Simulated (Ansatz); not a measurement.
Here is the system:

HfB2:
```cif
data_B2Hf
_chemical_formula_sum 'Hf1 B2'
_space_group_name_H-M_alt 'P 1'
_space_group_IT_number 1
_cell_length_a 3.10315
_cell_length_b 3.10315
_cell_length_c 3.42198
_cell_angle_alpha 90.000
_cell_angle_beta 90.000
_cell_angle_gamma 120.000
loop_
_space_group_symop_operation_xyz
  'x, y, z'
loop_
_atom_site_label
_atom_site_type_symbol
_atom_site_fract_x
_atom_site_fract_y
_atom_site_fract_z
_atom_site_occupancy
Hf1 Hf 0.00000 0.00000 0.00000 1
B1 B 0.33333 0.66667 0.50000 1
B2 B 0.66667 0.33333 0.50000 1
```

This is the LDA-relaxed structure.

Q: All from LDA in the plane-wave PAW code Ansatz, unless another level is named. Predict the Hill bulk and shear moduli.

A: 274 and 265 GPa.

Q: And the highest zone-centre frequency?

A: 831 cm^-1.

Space group P6/mmm. Symmetry was held in the LDA relaxation; of distortions, only those at the zone centre were tested. The run is not spin-polarised. As this level gives no gap, shear constants depend on the k-mesh and smearing (Fermi–Dirac, 0.1 eV here). As this level gives no gap, phonon frequencies hold no LO–TO term and depend on the k-mesh and smearing (Fermi–Dirac, 0.1 eV here). Spin–orbit coupling is left out wherever it is not named.

Potentials: the later of the program's two PAW sets.
